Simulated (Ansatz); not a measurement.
**SrPb: strain energy, fitted**

SrPb, Cmcm, a = 5.033 Å, b = 12.196 Å, c = 4.610 Å. The structure is a COD entry; whether it is the stable form wasn't checked. Ansatz: PBEsol, PAW, 420 eV, Γ-centred 8×4×8 mesh on 8 atoms, Gaussian smearing 0.10 eV; no spin polarisation. Series: biaxial strain in the a-b plane, c and atoms relaxed; x is the strain in per cent. y is the free energy over the unstrained cell, V0 = 35.371 Å³/atom.

```
x (%) y (meV/atom)
 -6.0             ?
 -4.0         22.51
 -2.0          4.98
  0.0          0.00
  2.0          5.79
  4.0         21.23
  6.0         45.09
```

Q: Fit y = c2 x² + c3 x³ to the other rows, turn c2 into a modulus, and predict the missing energy.

A: Least squares on the rows shown. y = 1.3501 x² − 0.015176 x³. In eV per unit strain² c2 is 13.50; M is the biaxial modulus (E = M V0 ε²): 13.50 × 160.2 / (35.371) = 61 GPa. At x = -6.0 the fit asked for gives 51.88 meV/atom. The run gave 54.80 meV/atom, so the fit is 2.92 meV/atom too low, 5.3 % of the span of the series, against an rms of 0.44 meV/atom on the fitted rows. The row lies outside the fitted range. With a term in x⁴ added, a fit to the same known rows predicts 49.31 meV/atom, further off still.

Spin–orbit coupling is left out, which can shift energies with elements as heavy as these.